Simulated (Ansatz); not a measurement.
Input:

Ba$_{2}$Cd:
Space group I4/mmm (No. 139); a = b = 4.2865 Å, c = 15.4747 Å, α = β = γ = 90.00°

```tsv
atom	site	symmetry	x	y	z
Ba	4e	4mm	0.0000	0.0000	0.3708
Cd	2a	4/mmm	0.0000	0.0000	0.0000
```
(The calculation used a cell of 3 atoms; values per cell refer to that cell.)

This is the r²SCAN-relaxed structure.

### Question
All from DFT-r²SCAN in the program Ansatz with PAW potentials, unless another level is named. Estimate the density of states at the Fermi level.

### Answer
1.1 states/eV per atom (mean over ±0.08 eV).

### Question
And the formation energy from the elements (no fitted shifts)?

### Answer
-0.26 eV/atom.

The workflow started from a Materials Project entry (that database holds measured and hypothetical structures alike); the Crystallography Open Database files this formula in space group No. 139, but the cells were not matched. Whether it is the stable phase at ambient conditions was not checked. Symmetry was held in the r²SCAN relaxation; its stability against distortions is not shown here. Axis ratios of metals converge slowly with the k-mesh, so a and c are less sure than the volume. The references are the lowest solids computed at this level, not always the standard phases. Scalar-relativistic: spin–orbit coupling is off unless named, which matters more the heavier the elements.

Potentials: the later of the program's two PAW sets.
